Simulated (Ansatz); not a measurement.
Zr3Ag:
```yaml
crystal:
  lattice:
    - [4.29923, 0.00000, 0.00000]
    - [0.00000, 4.29923, 0.00000]
    - [0.00000, 0.00000, 4.29923]
  atoms:
    - { symbol: Ag, position: [0.00000, 0.00000, 0.00000] }
    - { symbol: Zr, position: [0.50000, 0.50000, 0.00000] }
    - { symbol: Zr, position: [0.00000, 0.50000, 0.50000] }
    - { symbol: Zr, position: [0.50000, 0.00000, 0.50000] }
```

This is the LDA-relaxed structure.

Task: All from LDA in the plane-wave PAW code Ansatz, unless another level is named. Predict the Debye temperature from the elastic constants.

Result: 236 K.

Task: Give the elastic constants (relaxed ions, GPa).

Result: C11 = 142, C12 = 103, C44 = 37.4.

Task: Next, the highest zone-centre frequency?

Result: 202 cm⁻¹.

Space group Pm-3m (Cu3Au type). The workflow started from an entry of the Crystallography Open Database (COD); the relaxed space group is not among those it files for this formula. COD files the formula under space group No. 123, so this cell is another polymorph or a model. Whether it is the stable phase at ambient conditions was not checked. The cell was relaxed with LDA under the symmetry of its start; of distortions, only those at the zone centre were tested. The run is not spin-polarised. As this level gives no gap, shear constants depend on the k-mesh and smearing (Fermi–Dirac, 0.1 eV here). As this level gives no gap, phonon frequencies hold no LO–TO term and depend on the k-mesh and smearing (Fermi–Dirac, 0.1 eV here).

Potentials: the later of the program's two PAW sets.
